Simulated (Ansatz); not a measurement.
Input:

Be2C:
```cif
data_C4Be8
_chemical_formula_sum 'Be8 C4'
_space_group_name_H-M_alt 'Fm-3m'
_space_group_IT_number 225
_space_group_name_Hall '-F 4 2 3'
_cell_length_a 4.26833
_cell_length_b 4.26833
_cell_length_c 4.26833
_cell_angle_alpha 90.000
_cell_angle_beta 90.000
_cell_angle_gamma 90.000
loop_
_atom_site_label
_atom_site_type_symbol
_atom_site_symmetry_multiplicity
_atom_site_Wyckoff_symbol
_atom_site_fract_x
_atom_site_fract_y
_atom_site_fract_z
_atom_site_occupancy
Be1 Be 8 c 0.25000 0.25000 0.25000 1
C1 C 4 a 0.00000 0.00000 0.00000 1
```
(The calculation used a cell of 3 atoms; values per cell refer to that cell.)

This is the LDA-relaxed structure.

Q: All from DFT-LDA in the program Ansatz with PAW potentials, unless another level is named. Estimate the Born charges (a third of the trace).

A: Be +1.52, C -3.04 e.

Q: What about the electronic dielectric constant ε∞ (DFPT)?

A: 6.84.

Q: And the static dielectric constant ε0 (ions relaxed, cell fixed)?

A: 14.0.

Symmetry was held in the LDA relaxation; phonons on a q-mesh show no instability.

Potentials: the later of the program's two PAW sets.
